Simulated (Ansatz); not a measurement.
Zr (hcp (Mg type), P6_3/mmc) under volume change, the program Ansatz at the PBE+D3(BJ) level (PAW), shape and atoms relaxed at each volume.

| V (Å³/atom) | E − E(relaxed) (meV/atom) | P (GPa) |
|---|---|---|
| 20.422 | 62.4 | 10.49 |
| 21.095 | 26.7 | 6.57 |
| 21.769 | 6.4 | 3.11 |
| 22.442 | 0.0 | 0.00 |
| 23.115 | 5.9 | -2.75 |
| 23.788 | 22.7 | -5.19 |
| 24.462 | 49.1 | -7.34 |

Q: What does a third-order Birch–Murnaghan fit give for V₀, B₀ and B′?

A: V₀ = 22.44 Å³/atom, B₀ = 97.0 GPa, B′ = 2.9.

Symmetry was held in the PBE+D3(BJ) relaxation. The run is not spin-polarised. The pairwise dispersion correction was not fitted to metals.

Potentials: the later of the program's two PAW sets.
